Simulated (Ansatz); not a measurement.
An Ansatz (a first-principles code) run. Input:

Ansatz 0.2 input:
```yaml
crystal:
  lattice:
    - [6.543119368, 0.0, 0.0]
    - [0.0, 8.0055535834, 0.0]
    - [0.0, 0.0, 4.8094884515]
  atoms:
    - { symbol: Ca, position: [0.0778430625, 0.619411504, 0.9476740497] }
    - { symbol: Ca, position: [0.9221569375, 0.380588496, 0.4476740497] }
    - { symbol: Ca, position: [0.5778430625, 0.880588496, 0.9476740497] }
    - { symbol: Ca, position: [0.4221569375, 0.119411504, 0.4476740497] }
    - { symbol: Zr, position: [0.0709654666, 0.127272183, 0.9642304494] }
    - { symbol: Zr, position: [0.9290345334, 0.872727817, 0.4642304494] }
    - { symbol: Zr, position: [0.5709654666, 0.372727817, 0.9642304494] }
    - { symbol: Zr, position: [0.4290345334, 0.627272183, 0.4642304494] }
    - { symbol: N, position: [0.0635799588, 0.1067041761, 0.4102703528] }
    - { symbol: N, position: [0.9364200412, 0.8932958239, 0.9102703528] }
    - { symbol: N, position: [0.5635799588, 0.3932958239, 0.4102703528] }
    - { symbol: N, position: [0.4364200412, 0.6067041761, 0.9102703528] }
    - { symbol: N, position: [0.1062287432, 0.6523556087, 0.4378251481] }
    - { symbol: N, position: [0.8937712568, 0.3476443913, 0.9378251481] }
    - { symbol: N, position: [0.6062287432, 0.8476443913, 0.4378251481] }
    - { symbol: N, position: [0.3937712568, 0.1523556087, 0.9378251481] }
kpoints:
  mp_grid: { grid: [5, 4, 6] }
hamiltonian:
  xc: r2scan
  pseudopotentials: { azcp: { folder: ./paw }, kind: paw }
scf:
  occupations: { method: fixed }
checkpoint: { read: static.run }
output: { write_density: true, elf: true, volumetric_format: npy }
basis: { fft_grid_basis: typed }
```

Output (shortened):

```
Pseudopotentials: kind: paw
Pseudopotential: Ca, paw, valence charge 10
Pseudopotential: Zr, paw, valence charge 12
Pseudopotential: N, paw, valence charge 5
Functional definition: r2SCAN
Crystal: 16 atoms, lattice volume = 251.927 Å³
Basis set: ecut = 500 eV, 6347 PW (Γ), exchange–correlation on 192×240×144 points (64 copies of the dense FFT grid, shifted against one another)
Bands: 80, of which v1, the nominal top of the filled ones, is band 64 counted from 1 (63 counted from 0)
Symmetry: 4 space group operations
Space group: Pna21 (ITA 33), of the structure as read, at distance tolerance 6.3e-5 Å
k-points: 36 of 120 (time reversal used)
PAW frozen core: Ca, regenerated for the run's functional
PAW frozen core: Zr, regenerated for the run's functional
PAW frozen core: N, regenerated for the run's functional
Initial density: read from a saved state, or passed on in memory by an earlier SCF of this step, an earlier step, the calling program or the single point that …
Stability of the state it starts from, as read at its close in the unpolarized treatment …
Initial wavefunctions: pseudopotential atomic-orbital guess
Eigensolver: davidson
Functional: x = r2scan, c = r2scan; τ floored in thin density (d = 2e-4 eV/Å³)
iter 1 solved again at ethr=6.11e-8 eV; its pass at ethr=3.10e-3 eV (dr2=7.82e-5 eV) is discarded
SCF iter   1: F=—  HF=-27171.948395 eV  |F-HF|=—  |Δ(HF+E_count)|=         —  Δρ=1.20e-6  dr2=2.03e-9  dr2_τ=2.94e-10  ethr=6.11e-8  ⟨swp⟩=3.3  Hψ=17291  notcnv=0  defer=504
all-band conjugate gradients solve this SCF's bands
preconditioner: auto → Resta (q_TF=auto, 2.437 Å⁻¹)
SCF iter   2: F=-27171.948394 eV  HF=-27171.948394 eV  |F-HF|=1.84e-9  |Δ(HF+E_count)|=   3.83e-8  Δρ=9.95e-7  dr2=2.25e-9  dr2_τ=6.13e-10  ethr=1.59e-12  ⟨swp⟩=14.3  Hψ=15595  notcnv=0
SCF 1 converged in 2 iterations: F = -27171.948394 eV  dr2 = 2.25e-9
SCF converged after 2 iterations
Free energy (F): -27171.948394 eV
Harris-Foulkes:  -27171.948394 eV  (|F-HF|=1.84e-9)
Internal energy: -27171.948394 eV  (E = F + TS)
E sigma→0 (E₀):  -27171.948394 eV
Fermi energy:    8.952053 eV
--- Per-component energies (eV) ---
  E_band       = -978.056521
  E_kinetic    = 3317.049888
  E_local      = -7161.915898  (includes V_loc(G=0)·N_el)
  E_nonlocal   = 929.665532
  E_hartree    = 2419.194765
  E_xc         = -1582.286796
  E_vxc        = -2203.882858  (∫ρ·V_xc dr)
  E_paw        = -16444.867370  (= ΣΔE_a)
  E_vpaw       = -827.062210  (= ΣTr[D̂ρ^β])
  E_aug_tail   = -0.000015  (compensation charges beyond the density's cutoff)
  E_vtau       = 129.698770  (kinetic-family band-sum trace: ∫τ·v_τ [+ j·A + Jᵃ·Aᵃ] dr)
  E_ewald      = -8647.010352
  E_core_change = -1.778148  (= ΣΔE_core)
  E_smearing   =  0.000000  (= −TS)
  E_closure    =  0.000000  (closes the sum)
  Σ components = -27171.948394   (vs F -27171.948394, Δ=0.00e0)
  [band-id]    e_kinetic+e_local+e_nonlocal+2·e_hartree+e_vxc+e_vpaw+e_augmentation_tail+e_vtau = -978.057261   (vs E_band -978.056521, Δ=-7.40e-4)
--- Band table (eV; the first three rows and the last of 36) ---
  k-point 0: bands = ["-40.1552", "-40.1467", "-40.1118", "-40.1034", "-31.0501", "-31.0430", "-30.9969", "-30.9897", "-17.7574", "-17.7288", "-17.7160", "-17.7137", "-17.7003", "-17.6464", "-17.5599", "-17.5034", "-17.4820", "-17.4814", "-17.4646", "-17.4504", "-11.4265", "-11.4018", "-11.3949", "-11.3920", "-11.3915", "-11.3485", "-11.2905", "-11.2435", "-11.2353", "-11.1931", "-11.1493", "-11.1487", "-4.4831", "-4.0301", "-3.8291", "-3.6706", "-3.6455", "-3.5418", "-3.5077", "-3.4355", "6.2318", "6.3613", "6.3858", "6.4663", "6.6902", "6.7211", "6.8044", "6.8660", "6.9993", "7.0516", "7.1586", "7.2969", "7.5443", "7.6171", "7.6641", "7.6733", "7.9784", "8.1394", "8.2548", "8.3325", "8.3667", "8.4703", "8.4705", "8.9521", "11.2041", "11.6055", "11.7886", "11.9859", "12.1778", "12.5484", "12.5803", "12.7556", "12.8682", "13.3433", "13.6654", "13.7337", "14.1314", "14.2802", "14.7910", "14.9720"]
  k-point 1: bands = ["-40.1522", "-40.1437", "-40.1146", "-40.1062", "-31.0465", "-31.0392", "-31.0004", "-30.9931", "-17.7735", "-17.7563", "-17.7405", "-17.7334", "-17.6979", "-17.6525", "-17.5457", "-17.4894", "-17.4871", "-17.4605", "-17.4543", "-17.4414", "-11.4417", "-11.4294", "-11.4169", "-11.4101", "-11.4059", "-11.3597", "-11.2877", "-11.2399", "-11.2041", "-11.1695", "-11.1586", "-11.1415", "-4.3648", "-3.9738", "-3.7361", "-3.5954", "-3.5569", "-3.4574", "-3.4364", "-3.3683", "6.2039", "6.2173", "6.2917", "6.4077", "6.5040", "6.5988", "6.6429", "6.6606", "6.7703", "6.8261", "7.0187", "7.1107", "7.3457", "7.5268", "7.5640", "7.7572", "7.8628", "7.9345", "8.0494", "8.1777", "8.2623", "8.3296", "8.4383", "8.5074", "11.6019", "11.7332", "11.8053", "12.1586", "12.4130", "12.7563", "12.7872", "12.8483", "12.9587", "13.4718", "13.6286", "13.9019", "14.4796", "14.6821", "14.6970", "14.9116"]
  k-point 2: bands = ["-40.1441", "-40.1356", "-40.1224", "-40.1140", "-31.0366", "-31.0291", "-31.0100", "-31.0024", "-17.8037", "-17.7991", "-17.7804", "-17.7695", "-17.6919", "-17.6662", "-17.5268", "-17.4972", "-17.4599", "-17.4408", "-17.4287", "-17.4246", "-11.5005", "-11.4675", "-11.4640", "-11.4458", "-11.3954", "-11.3674", "-11.2794", "-11.2516", "-11.1630", "-11.1628", "-11.1367", "-11.1281", "-4.1014", "-3.8768", "-3.5311", "-3.4454", "-3.3649", "-3.2940", "-3.2806", "-3.2327", "5.8206", "5.8739", "6.1001", "6.1345", "6.1688", "6.1729", "6.4197", "6.4358", "6.4934", "6.5807", "6.6820", "6.7690", "6.9274", "7.0470", "7.4879", "7.5788", "7.7259", "7.7375", "7.9121", "7.9607", "8.0554", "8.1052", "8.2318", "8.2337", "12.0688", "12.2039", "12.3765", "12.4327", "12.9494", "13.0573", "13.1969", "13.2002", "13.3372", "13.5112", "13.9389", "14.4308", "14.4865", "14.5373", "14.6294", "14.7460"]
  k-point 35: bands = ["-40.1302", "-40.1302", "-40.1277", "-40.1277", "-31.0206", "-31.0206", "-31.0182", "-31.0182", "-17.8124", "-17.8124", "-17.8076", "-17.8076", "-17.6221", "-17.6221", "-17.5727", "-17.5727", "-17.4234", "-17.4234", "-17.4203", "-17.4203", "-11.5036", "-11.5036", "-11.4967", "-11.4967", "-11.3395", "-11.3395", "-11.3071", "-11.3071", "-11.1328", "-11.1328", "-11.1298", "-11.1298", "-3.6019", "-3.6019", "-3.5302", "-3.5302", "-3.2835", "-3.2835", "-3.2740", "-3.2740", "5.6191", "5.6191", "5.6349", "5.6349", "5.9458", "5.9458", "6.0748", "6.0748", "6.5513", "6.5513", "6.7505", "6.7505", "7.1619", "7.1619", "7.2927", "7.2927", "7.4198", "7.4198", "7.6451", "7.6451", "8.0894", "8.0894", "8.1822", "8.1822", "12.7689", "12.7689", "13.0735", "13.0735", "13.8811", "13.8811", "14.0581", "14.0581", "14.2125", "14.2125", "14.3646", "14.3646", "14.8527", "14.8527", "14.9771", "14.9771"]
  band table: 80 of 80 bands, residual norms ≤ 1.0e-3 eV
```

Cost: roughly 2.9 core-minutes on shared cores.

Space group Pna2_1. The start of the workflow was typed in or built on a structure type; neither database checked (COD, Materials Project) lists it. Whether it is the stable phase at ambient conditions was not checked. The cell was relaxed with r²SCAN under the symmetry of its start; its stability against distortions is not shown here. No spin polarisation was allowed. Scalar-relativistic: spin–orbit coupling is off unless named, which matters more the heavier the elements.

Potentials: the earlier of the program's two PAW sets. The files were generated under PBE; for other functionals the program regenerates the frozen cores, and for LDA and PBEsol the local potential too.

Ansatz is a plane-wave DFT program.
